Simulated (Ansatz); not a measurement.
# A plane-wave run on Sb2TeCl6

Input file of Ansatz 0.2.0:

```yaml
crystal:
  lattice:
    - [0.0, 7.058064, 0.0]
    - [7.058064, 0.0, 0.0]
    - [3.529032, 3.529032, -4.990848]
  atoms:
    - { symbol: Te, position: [0.0, 0.0, 0.0] }
    - { symbol: Sb, position: [0.25, 0.75, 0.5] }
    - { symbol: Sb, position: [0.75, 0.25, 0.5] }
    - { symbol: Cl, position: [0.25, 0.25, 0.5] }
    - { symbol: Cl, position: [0.75, 0.75, 0.5] }
    - { symbol: Cl, position: [0.251, 0.251, 0.0] }
    - { symbol: Cl, position: [0.251, 0.749, 0.0] }
    - { symbol: Cl, position: [0.749, 0.749, 0.0] }
    - { symbol: Cl, position: [0.749, 0.251, 0.0] }
  symmetry: { tolerance: 0.0003 }
kpoints:
  mp_grid: { grid: [5, 5, 5], shift: [0, 0, 0] }
  band_path:
    path:
      - [0.0, 0.0, 0.0]
      - [0.5, 0.5, 0.5]
      - [0.5, 0.5, 0.25]
      - [0.0, 0.5, 0.0]
      - [0.0, 0.0, 0.0]
      - [0.0, 0.0, -0.5]
      - [0.0, 0.25000432, -0.37499784]
      - [0.0, 0.74999568, 0.37499784]
      - [0.0, 0.0, 0.0]
      - [0.5, 0.5, 0.5]
      - [0.25000432, 0.74999568, 0.5]
    npoints: 6
magnetization:
  spin_polarized: false
scf:
  occupations: { method: methfessel_paxton, width: 0.1369 }
  lower_state_search: "off"
  max_iter: 200
hamiltonian:
  pseudopotentials: { kind: paw }
  xc: pbesol
basis:
  ecutwfc: 420
  fft_grid_basis: typed
output:
  forces: true
  stress: true
  eigenvalues: true
  bader: true
  populations: true
  elf: true
  write_potential: true
  volumetric_format: npy
  dos:
    e_range: [-12, 8]
    de: 0.05
    projected: { site_lists: { Cl: [Cl], Sb: [Sb], Te: [Te] } }
checkpoint:
  read: saved_state
```

The saved state is an earlier solution for the same cell, perhaps on another mesh. 

Parts of the output:

```
Pseudopotentials: kind: paw
Pseudopotential: Te, paw, valence charge 16, recommended cutoff 420 eV (normal), Te.paw.azcp
Pseudopotential: Sb, paw, valence charge 15, recommended cutoff 420 eV (normal), Sb.paw.azcp
Pseudopotential: Cl, paw, valence charge 7, recommended cutoff 420 eV (normal), Cl.paw.azcp
Functional definition: PBEsol
  exchange = pbesol_x
  correlation = pbesol_c
Crystal: 9 atoms, lattice volume = 248.625 Å³
Basis set: ecut = 420 eV, 4909 PW (Γ), exchange–correlation on 96×96×96 points (8 copies of the dense FFT grid, shifted against one another)
Bands: 53, of which v1, the nominal top of the filled ones, is band 44 counted from 1 (43 counted from 0)
Symmetry: 16 space group operations
Space group: I4/mmm (ITA 139), of the structure as read, at distance tolerance 1.9e-3 Å
k-points: 18 of 125
Initial density: read from a saved state, or passed on in memory by an earlier SCF of this step, an earlier step, the calling program or the single point that the run made first
Functional: x = pbesol(κ = 0.804, μ = 0.1235), c = pbesol(β = 0.046)
Free energy (F): -26082.4823 eV
Harris-Foulkes:  -26082.4823 eV  (|F-HF|=1.94e-9)
Internal energy: -26082.4813 eV  (E = F + TS)
E sigma→0 (E₀):  -26082.4820 eV
Entropy (-TS):   -0.0010 eV (-0.106 meV/atom)
Fermi energy:    5.8521 eV
--- Per-component energies (eV) ---
  E_band       = -877.5791
  E_kinetic    = 1547.3021
  E_local      = -6672.8312  (includes V_loc(G=0)·N_el)
  E_nonlocal   = 589.5724
  E_hartree    = 3005.9773
  E_xc         = -1026.3652
  E_vxc        = -1014.8781  (∫ρ·V_xc dr)
  E_paw        = -17426.5302  (= ΣΔE_a)
  E_vpaw       = -1338.7018  (= ΣTr[D̂ρ^β])
  E_aug_tail   = 0.0004  (compensation charges beyond the density's cutoff)
  E_ewald      = -6101.1160
  E_core_change = 1.5091  (= ΣΔE_core)
  E_smearing   = -0.0010  (= −TS)
--- Forces (eV/Å), atoms counted from 1 ---
  atom   1  Te     0.0000     0.0000     0.0000
  atom   2  Sb     0.0000     0.0000     0.0000
  atom   3  Sb     0.0000     0.0000     0.0000
  atom   4  Cl     0.0000     0.0000     0.5079
  atom   5  Cl     0.0000     0.0000    -0.5079
  atom   6  Cl     0.2949     0.2949     0.0000
  atom   7  Cl    -0.2949     0.2949     0.0000
  atom   8  Cl    -0.2949    -0.2949     0.0000
  atom   9  Cl     0.2949    -0.2949     0.0000
--- Stress (GPa, compression-positive) ---
       -1.3272       0.0000       0.0000
        0.0000      -1.3272       0.0000
        0.0000       0.0000      -1.0992
  P = ⅓ Tr σ = -1.2512 GPa (-12.512 kbar)
--- Löwdin populations: 9 sites ---
  site symbol       q [e]
     0     Te     14.5836
     1     Sb     14.6439
     2     Sb     14.6439
     3     Cl      7.2889
     4     Cl      7.2889
     5     Cl      7.2898
     6     Cl      7.2898
     7     Cl      7.2898
     8     Cl      7.2898
  spilling = 0.0044 (of n_electrons = 88.0000)
```

Origin: a known structure type with other elements, at an estimated volume, so it need not be a known compound. Caveats: many states at the Fermi level without spin polarisation, so a magnetic state may lie lower.
